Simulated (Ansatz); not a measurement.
input.yaml (Ansatz)

```yaml
crystal:
  lattice:
    - [0.0, 2.0277974572, 2.0277974572]
    - [2.0277974572, 0.0, 2.0277974572]
    - [2.0277974572, 2.0277974572, 0.0]
  atoms:
    - { symbol: B, position: [0.125, 0.125, 0.125] }
    - { symbol: B, position: [0.875, 0.875, 0.875] }
hamiltonian:
  xc: lda
  pseudopotentials:
    kind: paw
    azcp:
      B: "pseudopotentials/B.paw.azcp"
basis:
  ecutwfc: 420
  fft_grid_basis: typed
kpoints:
  mp_grid: { grid: [15, 15, 15], shift: [0, 0, 0] }
magnetization:
  spin_polarized: false
scf:
  occupations: { method: fermi_dirac, width: 0.1 }
  lower_state_search: "off"
output:
  stress: true
  write_density: true
  write_potential: true
  elf: true
  volumetric_format: npy
```

Terminal output

```
Warning: the record states the generating functional pbe (its physics header spells it `PBE`), which answers neither for hamiltonian.xc's functional nor for the lda family's — results may be inconsistent (PPs are generated against a specific XC)
Engine: ansatz 0.2.0, aarch64-unknown-linux-gnu
Pseudopotentials: kind: paw
Pseudopotential: B, paw, valence charge 3, recommended cutoff 420 eV (normal) 
Functional definition: SPW92
  exchange = slater_x
  correlation = pw_c
Crystal: 2 atoms, lattice volume = 16.676 Å³
Basis set: ecut = 420 eV, 331 PW (Γ)
Bands: 7, of which v1, the nominal top of the filled ones, is band 3 counted from 1 (2 counted from 0)
Symmetry: 48 space group operations
Space group: Fd-3m (ITA 227), of the structure as read, at distance tolerance 2.6e-5 Å
k-points: 120 of 3375
Non-local potential: B, projectors of the file, l = 0: 2, l = 1: 2, l = 2: 1
PAW form: soft (Blöchl's): semilocal exchange-correlation on the pseudo side does not see the compensation charge
PAW frozen core: B, regenerated for the run's functional, and the local potential with it (the file was generated under x = pbe(κ = 0.804, μ = 0.2195149727645171), c = pbe(β = 0.06672455060314922))
PAW one-centre angular grid: B, 110 points (default); XC on 64 Gauss nodes
Initial density: superposition of atomic densities (neutral atoms: chi_scale 0, normalization atom), corrected by the library's trained network
Initial wavefunctions: pseudopotential atomic-orbital guess
Functional: x = slater, c = lda
SCF iter   1: F=—  HF=-297.532191 eV  |F-HF|=—  |Δ(HF+E_count)|=         —  Δρ=3.25e-3  dr2=7.43e-4  ethr=1.77e-3  ⟨swp⟩=4.5  Hψ=5695  notcnv=0
SCF iter   2: F=—  HF=-297.531885 eV  |F-HF|=—  |Δ(HF+E_count)|=   3.05e-4  Δρ=1.52e-3  dr2=1.57e-4  ethr=1.24e-5  ⟨swp⟩=1.3  Hψ=1857  notcnv=0
SCF iter   3: F=—  HF=-297.531866 eV  |F-HF|=—  |Δ(HF+E_count)|=   1.95e-5  Δρ=8.41e-5  dr2=1.00e-6  ethr=2.62e-6  ⟨swp⟩=2.0  Hψ=1139  notcnv=0
SCF iter   4: F=—  HF=-297.531866 eV  |F-HF|=—  |Δ(HF+E_count)|=   1.38e-7  Δρ=2.56e-5  dr2=9.39e-8  ethr=1.67e-8  ⟨swp⟩=2.2  Hψ=1190  notcnv=0
iter 5 did not close the SCF: its close was put off for the readings that it lacked (scf_convergence_deferred on its scf_iter line)
SCF iter   5: F=-297.531866 eV  HF=-297.531866 eV  |F-HF|=1.86e-9  |Δ(HF+E_count)|=   3.35e-8  Δρ=5.95e-6  dr2=4.26e-9  ethr=1.57e-9  ⟨swp⟩=2.0  Hψ=1174  notcnv=0
SCF iter   6: F=-297.531866 eV  HF=-297.531866 eV  |F-HF|=7.11e-12  |Δ(HF+E_count)|=   1.43e-9  Δρ=3.62e-7  dr2=1.60e-11  ethr=7.10e-11  ⟨swp⟩=4.1  Hψ=3509  notcnv=0
SCF 1 converged in 6 iterations: F = -297.531866 eV  dr2 = 1.60e-11
SCF converged after 6 iterations
Free energy (F): -297.531866 eV
Harris-Foulkes:  -297.531866 eV  (|F-HF|=7.11e-12)
Internal energy: -297.502010 eV  (E = F + TS)
E sigma→0 (E₀):  -297.516938 eV
Entropy (-TS):   -0.029856 eV (-14.928 meV/atom)
Fermi energy:    6.285003 eV
--- Per-component energies (eV) ---
  E_band       = 10.056997
  E_kinetic    = 91.454782
  E_local      = -44.746045  (includes V_loc(G=0)·N_el)
  E_nonlocal   = 26.656454
  E_hartree    = 8.142318
  E_xc         = -61.915785
  E_vxc        = -73.434835  (∫ρ·V_xc dr)
  E_paw        = -145.049901  (= ΣΔE_a)
  E_vpaw       = -6.157970  (= ΣTr[D̂ρ^β])
  E_aug_tail   = -0.000006  (compensation charges beyond the density's cutoff)
  E_ewald      = -172.135495
  E_core_change = 0.091669  (= ΣΔE_core)
  E_smearing   = -0.029856  (= −TS)
  E_closure    = -0.000000  (closes the sum)
  Σ components = -297.531866   (vs F -297.531866, Δ=0.00e0)
--- Stress (GPa, compression-positive) ---
       -7.007232      -0.000000      -0.000000
        0.000000      -7.007232       0.000000
        0.000000       0.000000      -7.007232
  P = ⅓ Tr σ = -7.0072 GPa (-70.072 kbar)
--- Band table (eV; the first three rows and the last of 120) ---
  k-point 0: bands = ["-6.4343", "10.2614", "10.2614", "10.2614", "14.3979", "14.3979", "14.3979"]
  k-point 1: bands = ["-6.3386", "9.5749", "10.0744", "10.0744", "14.6428", "14.6428", "14.8714"]
  k-point 2: bands = ["-6.0521", "8.0806", "9.6384", "9.6384", "15.2172", "15.2172", "15.7571"]
  k-point 119: bands = ["0.8897", "1.5178", "2.7698", "3.7575", "17.1756", "18.3140", "20.7277"]
```
